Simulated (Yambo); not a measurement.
G0W0@LDA for KOH (space group Cmc2_1, No. 36) in Yambo. Reference settings: 4×4×4 Γ-centred k mesh, 117 bands and a 7 Ry block in the screening, 117 bands in G with the Bruneval-Gonze terminator, plasmon pole fitted at 27.2 eV. The LDA gap (-0.5, -0.5, 0) → Γ on this mesh is 3.69 eV; G0W0 gaps are taken between the same points.

The settings were changed. The gap went from 6.46 eV to 6.35 eV, and the shift of the valence edge from -1.52 eV to -1.56 eV.

**Question.** Which change was made?
(A) 3 Ry block
(B) 31 bands in W, 31 bands in G, 2 Ry block
(C) 2×2×2 mesh
(D) 4×4×2 mesh

**Answer.** A, 3 Ry block. The others gave (gap, valence shift): 4×4×2 mesh: 6.47, -1.51 eV; 2×2×2 mesh: 6.46, -1.45 eV; 31 bands in W, 31 bands in G, 2 Ry block: 7.18, -1.66 eV.

Geometry of the Materials Project entry, not relaxed at this level; primitive cell a = b = 5.5393 Å, c = 3.9730 Å, α = β = 90.00°, γ = 138.58°.

The structure is a Materials Project entry; no match was found in the copy of COD used, and its stability was not checked.

A shift is the quasiparticle energy of the state minus its LDA energy.
